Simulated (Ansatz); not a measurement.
How much do the gradients of KCoAu3C6N6 depend on the method?

Cell: an entry of the Crystallography Open Database (COD) whose atoms were relaxed with PBE, the cell held.

```xyz
17
Lattice="6.8280 0.0000 0.0000 -3.4140 5.9132 0.0000 0.0000 0.0000 7.8081" Properties=species:S:1:pos:R:3 pbc="T T T"
K     0.0000    3.9422    3.9040
Co    0.0000    0.0000    3.9040
C     4.5473    3.8676    1.6703
C     1.2049    2.0043    1.6703
C     4.4898    0.0413    1.6703
C     2.3382    0.0413    6.1377
C     2.2807    3.8676    6.1377
C     5.6231    2.0043    6.1377
Au    5.0742    2.9296    0.0000
Au    1.7538    2.9296    0.0000
Au    3.4140    0.0541    0.0000
N     4.2454    4.4502    2.6393
N     0.8513    1.4515    2.6393
N     5.1453    0.0115    2.6393
N     1.6827    0.0115    5.1688
N     2.5827    4.4502    5.1688
N     5.9767    1.4515    5.1688
```

Sites (sets of like atoms) are named by element and the number of their first atom in this list.

First run. Computed with Ansatz: DFT, PBE, plane waves and PAW, scalar-relativistic, collinear spin, 420 eV cutoff, Γ-centred 5×5×4 k-points, Fermi–Dirac smearing 0.05 eV. Start moments as typed (μB): 2 on each Co, none on the rest.

```json
{"site": "K", "atom": "1", "V_zz (10²¹ V/m²)": "0.94", "η": "0.00", "m (μB)": "0.00"}
{"site": "Co", "atom": "2", "V_zz (10²¹ V/m²)": "12.57", "η": "0.00", "m (μB)": "2.53"}
{"site": "C", "atom": "3", "V_zz (10²¹ V/m²)": "-5.05", "η": "0.08", "m (μB)": "0.00"}
{"site": "Au", "atom": "9", "V_zz (10²¹ V/m²)": "-68.6", "η": "0.08", "m (μB)": "0.00"}
{"site": "N", "atom": "12", "V_zz (10²¹ V/m²)": "-5.56", "η": "0.08", "m (μB)": "0.02"}
```

Second run. The same atoms and settings, except that the functional is r2SCAN and the cutoff is 500 eV.

(1) What does the second run give?

Answers

(1) 

| site | atom | V_zz | η | change of V_zz | m (μB) |
| --- | --- | --- | --- | --- | --- |
| K | 1 | 1.06 | 0.00 | +0.12 | 0.00 |
| Co | 2 | 10.89 | 0.00 | -1.68 | 2.62 |
| C | 3 | -5.47 | 0.07 | -0.42 | 0.00 |
| Au | 9 | -80.2 | 0.07 | -11.54 | 0.00 |
| N | 12 | -5.97 | 0.05 | -0.41 | 0.02 |

The largest change of V_zz is on Au, from -68.6 to -80.2. In per cent, |V_zz| changes by +13 on K, -13 on Co, +8 on C, +17 on Au, +7 on N (all sites that start above 0.5).

All moments are parallel here, as the start or the cell imposes; many such compounds order antiparallel, where fields and spin densities carried over to other atoms largely cancel. The magnetic order is the one that the run reached from its start moments, not necessarily the measured one.
For the first run: Spin–orbit coupling is left out, which shifts gradients on Au by a few per cent in wide-gap crystals, and can shift them far more where the calculated gap is small or absent, as here. With these PAW files V_zz is typically within 2 to 3 % of all-electron values, but misses above 10 % occur on Co. With a gap of 0.4 eV on this mesh, small gradients can still move by 0.1 × 10²¹ V/m² or more as the k-mesh gets denser.
For the second run: The largest force is 0.9 eV/Å, so the atoms aren't at the calculated equilibrium and relaxing them would move these values. The program didn't check the stability of this electronic state in full, so a lower one may lie near. Spin–orbit coupling is left out, which shifts gradients on Au by a few per cent, and by more where contributions nearly cancel. With these PAW files V_zz is typically within 2 to 3 % of all-electron values, but misses above 10 % occur on Au, Co.
